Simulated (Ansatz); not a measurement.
ZnO: Zn-67 NMR of the central transition

Cell: a computed structure from the Materials Project (it need not be an observed phase), whose atoms a relaxation with r2SCAN at fixed cell left in place.

```
Zn O
1.0
     3.23735    0.00000    0.00000
    -1.61868    2.80363    0.00000
     0.00000    0.00000    5.22206
Zn O
2 2
Direct
  0.66667 0.33333 0.50059
  0.33333 0.66667 0.00059
  0.66667 0.33333 0.87972
  0.33333 0.66667 0.37972
```

Sites (sets of like atoms) are named by element and the number of their first atom in this list.

Method: Kohn–Sham DFT in Ansatz, r2SCAN, plane waves and PAW, scalar-relativistic, 500 eV cutoff, Γ-centred 12×12×7 k-points, Fermi–Dirac smearing 0.01 eV.

Zn-67 has I = 5/2 and Q = 122.0 mb (Pyykkö 2018); at 35.2 T its Larmor frequency is ν₀ = 94.0 MHz. Only the quadrupole interaction is simulated: positions count from each site's isotropic chemical shift, and J coupling is left out, as are shift anisotropy and dipolar coupling, which fast spinning averages.

Task: Give C_Q, η, the quadrupolar product P_Q = |C_Q|(1 + η²/3)^½, the second-order isotropic shift and the breadth of the pattern (fast magic-angle spinning) for each Zn site.

Result: 

```
site                             first shell  C_Q (MHz)     η  P_Q (MHz)  δ_QIS (ppm)  breadth (kHz)
  Zn  4 O at 1.97–1.98 Å; also 1 O at 3.24 Å       1.24  0.00       1.24        -1.05          0.211
```

δ_QIS = −(ν_Q²/30ν₀²)[I(I+1) − 3/4](1 + η²/3) × 10⁶ ppm with ν_Q = 3|C_Q|/[2I(2I−1)]; it falls as 1/B₀² in ppm, and the breadth as 1/B₀ in kHz.

An axis of threefold or higher order runs through Zn, so V_zz lies along it and η is zero.

With these PAW files V_zz is typically within 2 to 3 % of all-electron values, but misses above 10 % occur on Zn.
